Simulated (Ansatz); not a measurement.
An Ansatz (a program for electronic structure) run. Input:

Ansatz 0.2 input:
```yaml
crystal:
  lattice:
    - [0.0, 2.4187586441, 2.4187586441]
    - [2.4187586441, 0.0, 2.4187586441]
    - [2.4187586441, 2.4187586441, 0.0]
  atoms:
    - { symbol: Be, position: [0.0, 0.0, 0.0] }
    - { symbol: S, position: [0.25, 0.25, 0.25] }
kpoints:
  mp_grid: { grid: [10, 10, 10] }
hamiltonian:
  xc: pbesol
  pseudopotentials: { azcp: { folder: ./paw }, kind: paw }
scf:
  occupations: { method: fixed }
elastic: { mode: relaxed_ion, stencil: two_point, amplitude: 0.005, f_tol: 0.0005 }
output: { polarization: {} }
```

Output (shortened):

```
Pseudopotential: Be, paw, valence charge 2
Pseudopotential: S, paw, valence charge 6
Functional definition: PBEsol
Crystal: 2 atoms, lattice volume = 28.301 Å³
Basis set: ecut = 420 eV, 537 PW (Γ), exchange–correlation on 48×48×48 points (8 copies of the dense FFT grid, shifted against one another)
Bands: 8, of which v1, the nominal top of the filled ones, is band 4 counted from 1 (3 counted from 0)
Symmetry: 24 space group operations
Space group: F-43m (ITA 216), of the structure as read, at distance tolerance 3.0e-5 Å
k-points: 47 of 1000 (time reversal used)
SCF 1 converged in 9 iterations: F = -977.444513 eV  dr2 = 1.51e-14
Crystal: 2 atoms, lattice volume = 28.160 Å³
Symmetry: 8 space group operations
k-points: 102 of 1000 (time reversal used)
SCF 2 converged in 7 iterations: F = -977.444151 eV  dr2 = 3.10e-14
Crystal: 2 atoms, lattice volume = 28.443 Å³
SCF 3 converged in 8 iterations: F = -977.444168 eV  dr2 = 5.17e-14
Crystal: 2 atoms, lattice volume = 28.301 Å³
Symmetry: 4 space group operations
k-points: 171 of 1000 (time reversal used)
SCF 4 converged in 8 iterations: F = -977.444297 eV  dr2 = 6.88e-14
relax step   1: F+E_penalty+E_count = -977.44429680 eV  Δ(F+E_penalty+E_count) = +0.000e0 eV  max|allowed force component| = 2.433e-2 eV/Å  Δτ_max = 0.0000 Å  (8 SCF iters, accepted)
Crystal: 2 atoms, lattice volume = 28.301 Å³
SCF 5 converged in 7 iterations: F = -977.444318 eV  dr2 = 2.81e-14
relax step   2: F+E_penalty+E_count = -977.44431840 eV  Δ(F+E_penalty+E_count) = -2.160e-5 eV  max|allowed force component| = 1.482e-2 eV/Å  Δτ_max = 0.0006 Å  (7 SCF iters, accepted)
Crystal: 2 atoms, lattice volume = 28.301 Å³
SCF 6 converged in 7 iterations: F = -977.444331 eV  dr2 = 2.26e-14
relax step   3: F+E_penalty+E_count = -977.44433116 eV  Δ(F+E_penalty+E_count) = -1.275e-5 eV  max|allowed force component| = 1.137e-7 eV/Å  Δτ_max = 0.0009 Å  (7 SCF iters, accepted)
Crystal: 2 atoms, lattice volume = 28.301 Å³
SCF 7 converged in 8 iterations: F = -977.444331 eV  dr2 = 2.38e-14
Crystal: 2 atoms, lattice volume = 28.301 Å³
SCF 8 converged in 8 iterations: F = -977.444297 eV  dr2 = 6.24e-14
relax step   1: F+E_penalty+E_count = -977.44429680 eV  Δ(F+E_penalty+E_count) = +0.000e0 eV  max|allowed force component| = 2.433e-2 eV/Å  Δτ_max = 0.0000 Å  (8 SCF iters, accepted)
Crystal: 2 atoms, lattice volume = 28.301 Å³
SCF 9 converged in 7 iterations: F = -977.444318 eV  dr2 = 2.48e-14
relax step   2: F+E_penalty+E_count = -977.44431840 eV  Δ(F+E_penalty+E_count) = -2.160e-5 eV  max|allowed force component| = 1.482e-2 eV/Å  Δτ_max = 0.0006 Å  (7 SCF iters, accepted)
Crystal: 2 atoms, lattice volume = 28.301 Å³
SCF 10 converged in 7 iterations: F = -977.444331 eV  dr2 = 2.20e-14
relax step   3: F+E_penalty+E_count = -977.44433116 eV  Δ(F+E_penalty+E_count) = -1.275e-5 eV  max|allowed force component| = 1.330e-7 eV/Å  Δτ_max = 0.0009 Å  (7 SCF iters, accepted)
Crystal: 2 atoms, lattice volume = 28.301 Å³
SCF 11 converged in 8 iterations: F = -977.444331 eV  dr2 = 2.36e-14
SCF converged after 9 iterations
Free energy (F): -977.444513 eV
Harris-Foulkes:  -977.444513 eV  (|F-HF|=2.27e-13)
Internal energy: -977.444513 eV  (E = F + TS)
E sigma→0 (E₀):  -977.444513 eV
Fermi energy:    5.389458 eV
--- Per-component energies (eV) ---
  E_band       = 1.466987
  E_kinetic    = 127.357493
  E_local      = -118.825929  (includes V_loc(G=0)·N_el)
  E_nonlocal   = 38.290541
  E_hartree    = 34.867380
  E_xc         = -108.737542
  E_vxc        = -103.971715  (∫ρ·V_xc dr)
  E_paw        = -648.871310  (= ΣΔE_a)
  E_vpaw       = -11.118161  (= ΣTr[D̂ρ^β])
  E_aug_tail   = -0.000001  (compensation charges beyond the density's cutoff)
  E_ewald      = -301.596626
  E_core_change = 0.071481  (= ΣΔE_core)
  E_smearing   =  0.000000  (= −TS)
  E_closure    = 0.000000  (closes the sum)
  Σ components = -977.444513   (vs F -977.444513, Δ=0.00e0)
--- Forces (eV/Å), atoms counted from 1 ---
  atom   1  Be     0.00000000     0.00000000     0.00000000
  atom   2  S      0.00000000     0.00000000     0.00000000
  max |Σ_I F_I| component: 3.72e-16 eV/Å
--- Stress (GPa, compression-positive) ---
        0.007016       0.000000       0.000000
        0.000000       0.007016       0.000000
        0.000000       0.000000       0.007016
  P = ⅓ Tr σ = 0.0070 GPa (0.070 kbar)
--- Band table (eV; the first three rows and the last of 47) ---
  k-point 0: bands = ["-8.3747", "5.3895", "5.3895", "5.3895", "10.9709", "10.9709", "10.9709", "11.1606"]
  k-point 1: bands = ["-8.2582", "4.5444", "5.2533", "5.2533", "10.8981", "11.2142", "11.2142", "12.0849"]
  k-point 2: bands = ["-7.9255", "2.8745", "4.9449", "4.9449", "10.8626", "11.6994", "11.6994", "13.7640"]
  k-point 46: bands = ["-6.1120", "0.8861", "1.6574", "2.0094", "11.0618", "12.5716", "14.4858", "15.0374"]
--- Elastic constants: 2 strain directions × 2 members + reference (group order 24) ---
  dense FFT box of the reference and of every strained cell: 24×24×24
  strains applied: 11, 23; error gains: componentwise 1.00 (the most a stress slope's error grows in a printed constant), spectral 1.73 (1 for all six strains …
  C = ∂σ_k/∂η_j (tension-positive GPa; Voigt order 11 22 33 23 13 12):
       160.550     65.563     65.563      0.000      0.000      0.000
        65.563    160.550     65.563      0.000      0.000      0.000
        65.563     65.563    160.550      0.000      0.000      0.000
         0.000      0.000      0.000     83.032      0.000      0.000
         0.000      0.000      0.000      0.000     83.032      0.000
         0.000      0.000      0.000      0.000      0.000     83.032
  reference stress σ⁰ (GPa):     -0.007     -0.007     -0.007      0.000      0.000      0.000
  moduli (Voigt/Reuss/Hill, GPa): K = 97.23/97.23/97.23   G = 68.82/63.90/66.36   E = 162.18   ν = 0.222
  mechanically stable: yes (min eigenvalue of sym C = 83.03 GPa)
  e, the proper piezoelectric tensor (elastic.mode: relaxed_ion; C/m²; rows x y z; Voigt order 11 22 33 23 13 12):
       0.00000    0.00000    0.00000   -0.16303    0.00000    0.00000
       0.00000    0.00000    0.00000    0.00000   -0.16303    0.00000
       0.00000    0.00000    0.00000    0.00000    0.00000   -0.16303
  ±, each entry's uncertainty from the finite density of the strings (C/m²), an estimate: the size of the correction for it that the entry includes:
       0.00000    0.00000    0.00000    0.00151    0.00000    0.00000
       0.00000    0.00000    0.00000    0.00000    0.00151    0.00000
       0.00000    0.00000    0.00000    0.00000    0.00000    0.00151
  strain η (Voigt 11):  stress-route row diagonal C_11 = 160.55 GPa, energy-path curvature d²(F+E_count+ΔE)/dδ²/Ω₀ = 160.54 GPa
         δ    σ_11 (GPa)             F (eV)   n_scf  n_hpsi   n_pw
    -5.000e-3      -0.8140        -977.4441514       7   18293    568   relax 0 steps, max|allowed force component| 3.12e-17 eV/Å
     5.000e-3       0.7915        -977.4441683       8   18432    568   relax 0 steps, max|allowed force component| 3.47e-17 eV/Å
  strain η (Voigt 23):  stress-route row diagonal C_44 = 83.03 GPa, energy-path curvature d²(F+E_count+ΔE)/dδ²/Ω₀ = 83.03 GPa
         δ    σ_23 (GPa)             F (eV)   n_scf  n_hpsi   n_pw
    -5.000e-3      -0.4152        -977.4443312       8   25006    568   relax 3 steps, max|allowed force component| 1.14e-7 eV/Å
     5.000e-3       0.4152        -977.4443312       8   24997    568   relax 3 steps, max|allowed force component| 1.33e-7 eV/Å
--- Formal polarisation (Berry phase): one branch of a lattice of values; only differences between neighbouring runs are physical ---
  axis  mesh            electronic          ionic      p = total  spread (rad)  least overlap  resolved gap  δp at fixed H ≤   (phases in cycles; p mod 2 …
  b1    10×10×10        0.00000000     1.50000000     1.50000000      0.040761         0.9209        5.5814           1.3e-6
  b2    10×10×10        0.00000000     1.50000000     1.50000000      0.040761         0.9209        5.5814           1.3e-6
  b3    10×10×10        0.00000000     1.50000000     1.50000000      0.040761         0.9209        5.5814           1.3e-6
  quantum along a1:   0.24172965 e/Å² =   387.293602 µC/cm²
  quantum along a2:   0.24172965 e/Å² =   387.293602 µC/cm²
  quantum along a3:   0.24172965 e/Å² =   387.293602 µC/cm²
  P = (  0.25639302,   0.25639302,   0.25639302) e/Å² = (  410.786899,   410.786899,   410.786899) µC/cm²  (mod the quanta)
```

Cost: roughly 24 core-seconds on shared cores.

The PBEsol relaxation kept the symmetry of its start.

Potentials: the earlier of the program's two PAW sets. The files were generated under PBE; for other functionals the program regenerates the frozen cores, and for LDA and PBEsol the local potential too.

Ansatz is a plane-wave DFT program.
